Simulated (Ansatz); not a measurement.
Zr2TlC:
Space group P6₃/mmc (No. 194); a = 3.3457 Å, b = 3.3457 Å, c = 14.9096 Å, α = 90.00°, β = 90.00°, γ = 120.00°

```json
[
 {"atom": "Zr", "site": "4f", "symmetry": "3m.", "x": "0.6667", "y": "0.3333", "z": "0.0819"},
 {"atom": "Tl", "site": "2c", "symmetry": "-6m2", "x": "0.3333", "y": "0.6667", "z": "0.2500"},
 {"atom": "C", "site": "2a", "symmetry": "-3m.", "x": "0.0000", "y": "0.0000", "z": "0.0000"}
]
```

Relaxed at zero pressure with PBEsol in the plane-wave PAW code Ansatz.

Q: The volume is raised by 9 % and shape and atoms relax at that volume. What pressure results, and how do the axes share the change?

A: -8.8 GPa; a 2.5 %, b 2.5 %, c 3.7 %; the energy rises by 49 meV/atom.

Q: Give the new structure.

A: 
Space group P6₃/mmc (No. 194); a = b = 3.430 Å, c = 15.459 Å, α = β = 90.00°, γ = 120.00°

```json
[
 {"atom": "Zr", "site": "4f", "symmetry": "3m.", "x": "0.6667", "y": "0.3333", "z": "0.0789"},
 {"atom": "Tl", "site": "2c", "symmetry": "-6m2", "x": "0.3333", "y": "0.6667", "z": "0.2500"},
 {"atom": "C", "site": "2a", "symmetry": "-3m.", "x": "0.0000", "y": "0.0000", "z": "0.0000"}
]
```

The phase is kept; no other phase was compared at this pressure.

Space group P6_3/mmc. The first step of the workflow began from a Materials Project structure, measured or hypothetical; the Crystallography Open Database copy checked does not list it. Whether it is the stable phase at ambient conditions was not checked. Symmetry was held in the PBEsol relaxation; whether a distortion lowers the energy is not shown. No spin polarisation was allowed. Scalar-relativistic: spin–orbit coupling is off unless named, which matters more the heavier the elements.

Potentials: the earlier of the program's two PAW sets. The files were generated under PBE; for other functionals the program regenerates the frozen cores, and for LDA and PBEsol the local potential too.
